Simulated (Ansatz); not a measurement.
Problem. Name crystals whose computed values (plane-wave PAW r²SCAN+D4 (Ansatz code)) fall in these windows: gap (eV) 4.0 to 5.2; electron conductivity mass (mₑ) 0.46 to 0.57.

Solution. 

```
crystal                                      gap (eV)  electron conductivity mass (mₑ)
-------------------------------------------  --------  -------------------------------
BN, R3m (B on 3a, N on 3a)                       4.69                             0.50
LuBrO, P4/nmm (Lu on 2c, Br on 2c, O on 2b)      4.84                             0.55
MgI2, CdI2 type                                  4.17                             0.49
BN, P6_3mc (Pearson symbol hP12)                 4.70                             0.55
BN, Fmm2 (B on 4a, N on 4a)                      4.01                             0.47
```
Others may fit too.

Not the usual ambient phase: BN, R3m (B on 3a, N on 3a); BN, P6_3mc (Pearson symbol hP12); BN, Fmm2 (B on 4a, N on 4a). Standing as an ambient phase not checked: LuBrO, P4/nmm (Lu on 2c, Br on 2c, O on 2b). All cells were relaxed under the symmetry of their starts (and spin orders); stability against distortions was not tested throughout. Scalar-relativistic: spin–orbit coupling is off unless named, which matters more the heavier the elements.

Potentials: the later of the program's two PAW sets.
